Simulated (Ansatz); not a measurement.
**Trial structures of SiGe4W: starts and ends**

Computed with DFT PBE, scalar-relativistic, plane waves, PAW in Ansatz. All cells share a 420 eV cutoff and Γ-centred k meshes spaced at most about 0.3 Å⁻¹ (about 0.25 or finer for metals, 2π included). No spin polarisation in the final relaxations.

Each guess was relaxed in cell and atoms at zero pressure, within the symmetry of its start. Temperature and zero-point effects are left out. Coordination counts Ge or Si atoms around W (for each partner element, those within 1.25 times its shortest distance or 1.15 times the sum of covalent radii, where it is the nearest in units of that sum or under 1.3; a plus sign parts groups by distance over the sum of covalent radii).

```csv
guess,made from,start group,V start (Å³/atom),end group,V end (Å³/atom),coordination at the end,gap on mesh (eV),E over the lowest end (meV/atom)
1,AlTlF4 type,P4/mmm,16.6,P4/mmm,27.8,W 6,0,556
2,CePrAl4 type,F-43m,19.1,F-43m,17.6,W 16,0,503
3,MnFeSi4 type,P4/mmm,16.5,P4/mmm,18.6,W 8,0,0
4,NbVO4 type,Cmmm,18.5,Cmmm,21.8,W 6,0,142
5,TiNbB4 type,P6/mmm,16.0,?,?,?,?,?
6,ZrTiS4 type,P-3m1,19.8,P-3m1,17.8,W 6,0,53
```

Guess 5 as it starts:

Space group P6/mmm (No. 191). a = 3.728 Å, b = 3.728 Å, c = 7.969 Å, α = 90.00°, β = 90.00°, γ = 120.00°
```tsv
atom	site	symmetry	x	y	z
Si	1a	6/mmm	0.0000	0.0000	0.0000
Ge	4h	3m.	0.3333	0.6667	0.7408
W	1b	6/mmm	0.0000	0.0000	0.5000
```

Problem. Predict the end of this guess and its energy over the lowest end.

Solution. It ends in space group P6/mmm (No. 191), with a = 4.776 Å, c = 5.171 Å, 17.0 Å³/atom and no gap. It lies 127 meV/atom over the lowest end, above guess 6 and below guess 4. Counting Ge or Si atoms around W, this end has W 2+12 and the lowest (guess 3) has W 8. This end holds Ge–Ge chains (shortest 2.52 Å); the lowest (guess 3) holds Ge–Ge pairs (shortest 2.58 Å).

```
Si Ge W
1.0
     4.77570    0.00000    0.00000
    -2.38785    4.13588    0.00000
     0.00000    0.00000    5.17083
Si Ge W
1 4 1
Direct
  0.00000 0.00000 0.00000
  0.33333 0.66667 0.74375
  0.33333 0.66667 0.25625
  0.66667 0.33333 0.74375
  0.66667 0.33333 0.25625
  0.00000 0.00000 0.50000
```

Energies over the elements count from the elements' standard structures at the same level, with no fitted energy shifts.

Problem. Is the lowest end bound against the elements?

Solution. No: its formation energy is +0.38 eV/atom. The separate elements lie lower, so it is unstable against them.

These runs have no spin–orbit coupling, which can matter for W. Cells relaxed within their symmetry can be saddle points. A lower structure may well exist outside this small set. Some types were kept out of the candidates beforehand, so the set may lack a known form.
